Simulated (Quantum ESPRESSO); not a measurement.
## Band energies of GaAs

```
CELL_PARAMETERS angstrom
      0.00000     2.80029     2.80029
      2.80029     0.00000     2.80029
      2.80029     2.80029     0.00000
ATOMIC_POSITIONS crystal
  Ga 0.00000 0.00000 0.00000
  As 0.75000 0.75000 0.75000
```

LDA (pw.x of Quantum ESPRESSO, ONCV potentials, without SOC); path ΓXWKΓLUWLK,UX; energies in eV from the valence-band maximum.

```
k (1/Å)  point  band 10  band 11  band 12  band 13  band 14  band 15  band 16  band 17
-------  -----  -------  -------  -------  -------  -------  -------  -------  -------
0.00         Γ   -14.88   -12.99     0.00     0.00     0.00     0.49     3.70     3.70
0.22             -14.87   -12.83    -1.60    -0.48    -0.48     2.03     3.19     4.38
0.56             -14.87   -12.03    -4.19    -1.76    -1.76     1.87     3.22     6.66
0.90             -14.86   -10.83    -6.37    -2.61    -2.61     1.28     1.99     9.24
1.12         X   -14.86   -10.38    -7.01    -2.78    -2.78     1.30     1.55    10.27
1.23             -14.86   -10.37    -6.99    -2.89    -2.87     1.51     1.75     9.84
1.57             -14.87   -10.32    -6.83    -3.61    -3.44     3.85     4.04     6.31
1.68         W   -14.87   -10.31    -6.81    -3.69    -3.50     4.66     4.67     5.40
1.95             -14.87   -10.39    -6.81    -3.98    -2.63     2.34     4.65     7.20
2.08         K   -14.87   -10.41    -6.81    -4.03    -2.35     1.84     4.62     7.98
2.18             -14.87   -10.52    -6.69    -4.15    -2.12     2.06     5.67     7.45
2.48             -14.88   -11.28    -5.79    -3.51    -1.27     2.69     5.61     5.68
2.77             -14.87   -12.24    -3.99    -2.01    -0.48     2.52     4.33     4.47
3.07             -14.87   -12.86    -1.53    -0.43    -0.07     1.61     3.72     3.82
3.27         Γ   -14.88   -12.99     0.00     0.00     0.00     0.49     3.70     3.70
3.38             -14.88   -12.95    -0.75    -0.06    -0.06     1.08     3.75     3.78
3.70             -14.88   -12.41    -3.78    -0.61    -0.61     1.48     4.50     4.50
3.92             -14.87   -11.80    -5.54    -0.96    -0.96     1.15     4.68     4.68
4.24         L   -14.87   -11.15    -6.85    -1.19    -1.19     0.93     4.61     4.61
4.54             -14.87   -10.94    -6.73    -2.83    -1.58     2.26     4.44     5.56
4.83             -14.87   -10.50    -6.74    -4.05    -2.20     1.99     5.25     7.29
4.93         U   -14.87   -10.41    -6.81    -4.03    -2.35     1.84     4.62     7.98
5.13             -14.87   -10.37    -6.81    -3.92    -2.90     2.87     4.69     6.65
5.32         W   -14.87   -10.31    -6.81    -3.69    -3.50     4.66     4.67     5.40
5.42             -14.87   -10.35    -6.78    -3.84    -3.24     4.27     4.77     5.46
5.62             -14.87   -10.63    -6.66    -3.74    -2.43     3.46     4.21     6.37
5.92             -14.87   -11.05    -6.79    -2.15    -1.41     1.87     4.29     5.11
6.12         L   -14.87   -11.15    -6.85    -1.19    -1.19     0.93     4.61     4.61
6.20             -14.87   -11.13    -6.83    -1.44    -1.23     1.18     4.53     4.70
6.46             -14.87   -10.87    -6.70    -3.14    -1.69     2.33     4.65     5.87
6.72             -14.87   -10.48    -6.75    -4.06    -2.23     1.97     5.18     7.39
6.80         K   -14.87   -10.41    -6.81    -4.03    -2.35     1.84     4.62     7.98
6.80         U   -14.87   -10.41    -6.81    -4.03    -2.35     1.84     4.62     7.98
6.90             -14.87   -10.37    -6.90    -3.74    -2.53     1.66     3.48     8.59
7.20         X   -14.86   -10.38    -7.01    -2.78    -2.78     1.30     1.55    10.27
```

The LDA gap is direct, 0.49 eV at Γ.

Spin-orbit splittings are left out.

Geometry relaxed with LDA.
